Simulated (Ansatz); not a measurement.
Relaxed-ion elastic tensor of GaBO$_{3}$ in space group R-3c (No. 167; Ga on 6b, B on 6a, O on 18e) in GPa (Voigt order), PBEsol (plane waves, PAW; program Ansatz); density 4.96 g/cm³, 8.60 Å³ per atom.

|  | 1 | 2 | 3 | 4 | 5 | 6 |
|---|---|---|---|---|---|---|
| 1 | 428 | 160 | 109 | 16.0 | 0.0 | 0.0 |
| 2 | 160 | 428 | 109 | -16.0 | 0.0 | 0.0 |
| 3 | 109 | 109 | 274 | 0.0 | 0.0 | 0.0 |
| 4 | 16.0 | -16.0 | 0.0 | 86.5 | 0.0 | 0.0 |
| 5 | 0.0 | 0.0 | 0.0 | 0.0 | 86.5 | 16.0 |
| 6 | 0.0 | 0.0 | 0.0 | 0.0 | 16.0 | 134 |

### Question
Is the crystal mechanically stable?

### Answer
Yes: the smallest eigenvalue of C is 81.6 GPa.

### Question
Work out the Voigt, Reuss and Hill averages.

### Answer
K_V = 210, K_R = 196, K_H = 203; G_V = 111, G_R = 104, G_H = 108 GPa.

### Question
Give Young's modulus, Poisson's ratio, Pugh's ratio and the universal anisotropy index.

### Answer
E = 9KG/(3K + G) = 275 GPa; ν = 0.27; K/G = 1.88 (ductile by the Pugh limit of 1.75); A_U = 5G_V/G_R + K_V/K_R − 6 = 0.43.

### Question
Estimate the sound speeds and the Debye temperature.

### Answer
v_l = √((K + 4G/3)/ρ) = 8360 m/s, v_t = √(G/ρ) = 4660 m/s, mean 5190 m/s; Θ = (h/k)(3n/4πV)^(1/3) v_m = 754 K.

### Question
Solve the Christoffel equation for the three sound speeds along x, y, z.

### Answer
Eigenvalues of C_ijkl n_j n_l equal ρv². In km/s, slowest first: x 4.05, 5.29, 9.29; y 4.16, 5.19, 9.30; z 4.17, 4.17, 7.43.

### Question
How much does each axis shrink under pressure?

### Answer
Linear compressibilities β_i = Σ_j S_ij (j = 1 to 3): x 1.2, y 1.2, z 2.7 per TPa.

The first step of the workflow began from a Materials Project structure, measured or hypothetical; the Crystallography Open Database files this formula in space group No. 167, but the cells were not matched. Whether it is the stable phase at ambient conditions was not checked. The cell was relaxed with PBEsol under the symmetry of its start; phonons on a q-mesh show no instability.

Potentials: the later of the program's two PAW sets.
